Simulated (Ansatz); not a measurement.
Relaxed-ion elastic tensor of Sn (β-Sn type, I4_1/amd) in GPa (Voigt order), plane-wave PAW LDA (Ansatz code); density 7.53 g/cm³, 26.17 Å³ per atom.

```
83.4  60.5  33.7   0.0   0.0   0.0
60.5  83.4  33.7   0.0   0.0   0.0
33.7  33.7   115   0.0   0.0   0.0
 0.0   0.0   0.0  24.7   0.0   0.0
 0.0   0.0   0.0   0.0  24.7   0.0
 0.0   0.0   0.0   0.0   0.0  25.2
```

Task: Is the crystal mechanically stable?

Result: Yes: the smallest eigenvalue of C is 23.0 GPa.

Task: Work out the Voigt, Reuss and Hill averages.

Result: K_V = 59.7, K_R = 59.7, K_H = 59.7; G_V = 25.2, G_R = 21.5, G_H = 23.3 GPa.

Task: Give Young's modulus, Poisson's ratio, Pugh's ratio and the universal anisotropy index.

Result: E = 9KG/(3K + G) = 61.9 GPa; ν = 0.33; K/G = 2.56 (ductile by the Pugh limit of 1.75); A_U = 5G_V/G_R + K_V/K_R − 6 = 0.86.

Task: Estimate the sound speeds and the Debye temperature.

Result: v_l = √((K + 4G/3)/ρ) = 3470 m/s, v_t = √(G/ρ) = 1760 m/s, mean 1970 m/s; Θ = (h/k)(3n/4πV)^(1/3) v_m = 198 K.

Task: Solve the Christoffel equation for the three sound speeds along x, y, z.

Result: Eigenvalues of C_ijkl n_j n_l equal ρv². In km/s, slowest first: x 1.81, 1.83, 3.33; y 1.81, 1.83, 3.33; z 1.81, 1.81, 3.91.

Task: How much does each axis shrink under pressure?

Result: Linear compressibilities β_i = Σ_j S_ij (j = 1 to 3): x 5.7, y 5.7, z 5.4 per TPa.

The LDA relaxation kept the symmetry of its start. As this level gives no gap, shear constants depend on the k-mesh and smearing (Fermi–Dirac, 0.1 eV here). On the denser mesh and wider smearing of the elastic run this cell carries a stress of 0.5 GPa. Spin–orbit coupling is left out wherever it is not named.

Potentials: the later of the program's two PAW sets.
